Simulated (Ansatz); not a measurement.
## Calculated ¹⁷O nuclear quadrupole resonance for SiO2

Cell: an entry of the Crystallography Open Database (COD) (listed for 0.7 GPa), atoms as given.

```cif
data_SiO2
_symmetry_space_group_name_H-M 'P4_12_12'
_symmetry_Int_Tables_number 92
_cell_length_a 4.9028
_cell_length_b 4.9028
_cell_length_c 6.7782
_cell_angle_alpha 90.000
_cell_angle_beta 90.000
_cell_angle_gamma 90.000
loop_
_atom_site_label
_atom_site_type_symbol
_atom_site_symmetry_multiplicity
_atom_site_Wyckoff_symbol
_atom_site_fract_x
_atom_site_fract_y
_atom_site_fract_z
Si Si 4 a 0.3086 0.3086 0.0000
O O 8 b 0.2364 0.1198 0.1870
```

One atom of each set is listed.

Method: Kohn–Sham DFT in Ansatz, PBE, plane waves and PAW, scalar-relativistic, 420 eV cutoff, Γ-centred 5×5×4 k-points, Fermi–Dirac smearing 0.02 eV.

¹⁷O: I = 5/2, Q = -25.58 mb (year-2017 value). Static lattice, zero field.

(1) The simulated lines lie at 0.849, 1.62 MHz. What are |C_Q|, η and |V_zz| at O?

Results:

(1) For I = 5/2 and η = 0 the lines are 3|C_Q|/20 and twice that; η pulls their ratio below 2. Here |C_Q| = 5.45 MHz, η = 0.19 and |V_zz| = 8.81 × 10²¹ V/m². The calculation gives V_zz positive; the lines don't show the sign. The site has 2 Si at 1.60–1.61 Å, angle 142°.

At O V_zz runs parallel to the line that joins its two neighbours (within 1°).

The calculated pressure of 9 GPa (PBE) comes largely from the unrelaxed atoms: it is 2.3 GPa once they are relaxed in the same cell. The largest force is 0.5 eV/Å, so the atoms aren't at the calculated equilibrium and relaxing them would move these values.
